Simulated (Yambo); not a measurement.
```xyz
3
Lattice="4.1255 0.0000 0.0000 -2.0628 3.5728 0.0000 0.0000 0.0000 6.8268" Properties=species:S:1:pos:R:3 pbc="T T T"
Mg     0.0000     0.0000     0.0000
I      0.0000     2.3819     1.6777
I      2.0628     1.1909     5.1491
```

Cell and atoms were relaxed with PBE+D3(BJ) from Materials Project entry mp-23205, within its symmetry.

Question: Where are the main features of Im ε from RPA with local fields on PBEsol bands (Yambo; 6×6×2 mesh, 150 bands, 4 Ry local-field block, 0.2 eV broadening; field along z)?

Answer: Peaks at 5.0 eV (2.7), 6.2 eV (6.7), 7.0 eV (5.4), 9.2 eV (5.1), 10.9 eV (2.5), heights in brackets. Structure narrower than a few tenths of an eV can come from the finite k mesh. Convergence of the RPA response with its 6×6×2 mesh was not tested. No excitonic effects at this level. 

Spin-orbit coupling is included.
